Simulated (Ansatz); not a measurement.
# Structure relaxation, CoSn

The start is a relaxed CoSn cell deformed by the Cartesian strain tensor (xx, yy, zz, yz, xz, xy) = (0.001, -0.090, -0.133, 0.019, 0.018, 0.043). A full variable-cell relaxation at zero pressure is run with PBEsol (plane waves to 420 eV, PAW, scalar-relativistic; Ansatz, a quantum-chemistry and plane-wave program). First-step values are on the input's coarse k-mesh.

Ansatz input (later rounds restart from its end on a renewed k-mesh):
Ansatz 0.2 input:
```yaml
crystal:
  lattice:
    - [5.2230317359, 0.2217570917, 0.0965295576]
    - [-2.4194685931, 4.0011925161, 0.03759165]
    - [0.0771907728, 0.0792770099, 3.6175351356]
  atoms:
    - { symbol: Co, position: [0.5, 0, 0] }
    - { symbol: Co, position: [0.5, 0.5, 0] }
    - { symbol: Co, position: [0, 0.5, 0] }
    - { symbol: Sn, position: [0, 0, 0] }
    - { symbol: Sn, position: [0.3333333333, 0.6666666667, 0.5] }
    - { symbol: Sn, position: [0.6666666667, 0.3333333333, 0.5] }
basis: { ecutwfc: 420, ecutrho_ratio: 4, xc_grid: 2, fft_grid_basis: typed }
kpoints: { mp_grid: { grid: [7, 8, 9] } }
hamiltonian:
  xc: pbesol
  dispersion: none
  pseudopotentials: { kind: paw }
scf: { occupations: { method: fermi_dirac, width: 0.05 } }
relax: { f_tol: 0.01, max_steps: 100, cell: { stress_tol: 0.02 } }
output: { forces: true, stress: true }
```

```yaml
largest_initial_force: 2.05 eV/Å, on Sn5, Sn6 (atoms numbered as listed)
volume_change: +27.0 %, from 12.91 to 16.40 Å³/atom
Shortest distances (start → end): "The closest pairs of elements (up to four, under 3.6 Å), start → end: Co–Sn 2.22 → 2.57 Å; Co–Co 2.34 → 2.61 Å; Sn–Sn 2.74 → 3.01 Å"
band_gap_at_the_end: zero (metallic)
optimiser_moves: 12
```

Final values are on a 10×10×11 k-mesh of the relaxed cell. No spin polarisation in the result. A magnetic state may lie lower.

The run could not lose the symmetry of its start.
